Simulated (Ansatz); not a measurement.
SnSeS:
```
CELL_PARAMETERS angstrom
      3.71600     0.00000     0.00000
     -1.85800     3.21815     0.00000
      0.00000     0.00000     5.79767
ATOMIC_POSITIONS crystal
  Sn 0.33333 0.66667 0.00800
  Se 0.00000 0.00000 0.73349
  S  0.66667 0.33333 0.25851
```

Relaxed with LDA. Special points in fractions of this cell's reciprocal vectors: Γ (0.000, 0.000, 0.000); M (0.500, 0.000, 0.000); K (0.333, 0.333, 0.000); A (0.000, 0.000, 0.500); L (0.500, 0.000, 0.500); H (0.333, 0.333, 0.500).

Problem. List the band energies nearest the valence-band maximum at these points for LDA (plane waves, PAW; program Ansatz).

Solution. In eV from the valence-band maximum; about four levels below and three above (degenerate sets whole), none deeper than 8.9 eV; points with the same levels are listed once.

```csv
k,below,above
Γ,-1.16 -1.16 -0.31 -0.31 -0.09,0.99 3.01 4.75 4.75
M,-3.35 -2.92 -1.69 -0.40,1.22 3.69 5.09
K,-3.67 -3.49 -2.12 -1.94,1.00 6.46 6.48
A,-1.21 -1.21 -0.16 -0.16,2.48 3.10 4.34 4.34
L,-2.66 -2.09 -1.14 -0.99,0.82 3.99 4.70
H,-4.48 -4.08 -0.53 -0.37,2.50 4.45 4.48
```

Space group P3m1. The first step of the workflow began from a Materials Project structure, measured or hypothetical; the Crystallography Open Database copy checked does not list it. With Se and S taken as one species the cell has the higher symmetry P-3m1, so it may be an ordered model of a mixed-site phase. Whether it is the stable phase at ambient conditions was not checked. Symmetry was held in the LDA relaxation; whether a distortion lowers the energy is not shown. A crystal of weakly bound layers computed without a dispersion correction: the cell and the soft elastic constants depend strongly on that. Scalar-relativistic: spin–orbit coupling is off unless named, which matters more the heavier the elements.

Potentials: the later of the program's two PAW sets.
